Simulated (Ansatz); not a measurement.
A plane-wave DFT run in Ansatz 0.2.0 (scalar-relativistic PAW potentials unless the input names others): input and command.

```yaml
crystal:
  lattice:
    - [3.4217556651, 0.0, 0.0]
    - [-1.7108778325, 2.9633273315, 0.0]
    - [0.0, 0.0, 12.2306196897]
  atoms:
    - { symbol: Sn, position: [0.3333333333, 0.6666666667, 0.1582740322] }
    - { symbol: Sn, position: [0.6666666667, 0.3333333333, 0.8417259678] }
    - { symbol: P, position: [0.0, 0.0, 0.0] }
    - { symbol: P, position: [0.3333333333, 0.6666666667, 0.5494564874] }
    - { symbol: P, position: [0.6666666667, 0.3333333333, 0.4505435126] }
basis:
  ecutwfc: 420
  xc_grid: 4
  ecutrho_ratio: 6
kpoints:
  mp_grid: { grid: [12, 12, 4] }
hamiltonian:
  xc: pbe
scf:
  occupations: { method: gaussian, width: 0.1 }
output:
  forces: true
  eigenvalues: true
  stress: true
```

```bash
ansatz run input.yaml --threads 1 --pin off --max-ram 2560MiB --backend cpu --events-out ev --progress --plain --runs-dir out
```

Abridged log:
```
Basis set: ecut = 420 eV, 2441 PW (Γ), exchange–correlation on 120×120×432 points (64 copies of the dense FFT grid, shifted against one another)
Bands: 27, of which v1, the nominal top of the filled ones, is band 22 counted from 1 (21 counted from 0)
Symmetry: 12 space group operations
k-points: 69 of 576
SCF iter   1: F=—  HF=-14314.756082 eV  |F-HF|=—  |Δ(HF+E_count)|=         —  Δρ=3.09e-3  dr2=5.30e-2  ethr=1.77e-3  ⟨swp⟩=8.1  Hψ=9870  notcnv=0
SCF iter   2: F=—  HF=-14314.748526 eV  |F-HF|=—  |Δ(HF+E_count)|=   7.56e-3  Δρ=1.85e-3  dr2=2.54e-2  ethr=1.23e-4  ⟨swp⟩=2.0  Hψ=2821  notcnv=0
SCF iter   3: F=—  HF=-14314.745268 eV  |F-HF|=—  |Δ(HF+E_count)|=   3.26e-3  Δρ=8.48e-4  dr2=8.96e-3  ethr=5.90e-5  ⟨swp⟩=1.9  Hψ=2001  notcnv=0
SCF iter   4: F=—  HF=-14314.744190 eV  |F-HF|=—  |Δ(HF+E_count)|=   1.08e-3  Δρ=3.57e-4  dr2=2.52e-3  ethr=2.08e-5  ⟨swp⟩=1.2  Hψ=1814  notcnv=0
SCF iter   5: F=—  HF=-14314.743938 eV  |F-HF|=—  |Δ(HF+E_count)|=   2.52e-4  Δρ=1.69e-4  dr2=1.29e-4  ethr=5.85e-6  ⟨swp⟩=1.9  Hψ=1899  notcnv=0
SCF iter   6: F=—  HF=-14314.743922 eV  |F-HF|=—  |Δ(HF+E_count)|=   1.64e-5  Δρ=4.68e-5  dr2=1.03e-5  ethr=3.00e-7  ⟨swp⟩=3.0  Hψ=3595  notcnv=0
SCF iter   7: F=—  HF=-14314.743921 eV  |F-HF|=—  |Δ(HF+E_count)|=   2.26e-7  Δρ=1.64e-5  dr2=5.87e-7  ethr=2.39e-8  ⟨swp⟩=3.0  Hψ=3374  notcnv=0  defer=9
SCF iter   8: F=—  HF=-14314.743921 eV  |F-HF|=—  |Δ(HF+E_count)|=   1.09e-7  Δρ=6.11e-6  dr2=1.03e-7  ethr=2.33e-10  ⟨swp⟩=11.3  Hψ=9730  notcnv=0
SCF iter   9: F=-14314.743922 eV  HF=-14314.743922 eV  |F-HF|=1.18e-8  |Δ(HF+E_count)|=   3.59e-8  Δρ=2.47e-6  dr2=2.45e-8  ethr=2.33e-10  ⟨swp⟩=5.0  Hψ=6234  notcnv=0
SCF 1 converged in 9 iterations: F = -14314.743922 eV  dr2 = 2.45e-8
SCF converged after 9 iterations
Free energy (F): -14314.743922 eV
Harris-Foulkes:  -14314.743922 eV  (|F-HF|=1.18e-8)
Internal energy: -14314.734828 eV  (E = F + TS)
E sigma→0 (E₀):  -14314.739375 eV
Entropy (-TS):   -0.009093 eV (-1.819 meV/atom)
Fermi energy:    7.778488 eV
--- Forces (eV/Å), atoms counted from 1 ---
  atom   1  Sn     0.00000000     0.00000000     0.00279248
  atom   2  Sn     0.00000000     0.00000000    -0.00279248
  atom   3  P      0.00000000     0.00000000     0.00000000
  atom   4  P      0.00000000     0.00000000    -0.00040085
  atom   5  P      0.00000000     0.00000000     0.00040085
--- Stress (GPa, compression-positive) ---
        0.007960       0.000000       0.000000
        0.000000       0.007960       0.000000
        0.000000       0.000000       0.039849
  P = ⅓ Tr σ = 0.0186 GPa (0.186 kbar)
```

Apart from outputs, empty bands and the relaxation, which only the reference makes, the input differs from a reference run on usual settings in basis.xc_grid: not typed → 4; basis.ecutrho_ratio: not typed → 6. The reference, at the same geometry, ended its own course with pressure 0.02 GPa, largest force 0.003 eV/Å, no gap on the mesh. This run converged in 9 SCF iterations with an energy at zero smearing within 0.01 meV/atom of the reference's, pressure 0.02 GPa, largest force 0.003 eV/Å, no gap on the mesh.

The run took 17 s on 1 thread of Arm Neoverse V1, on a shared host, peak memory 0.76 GiB.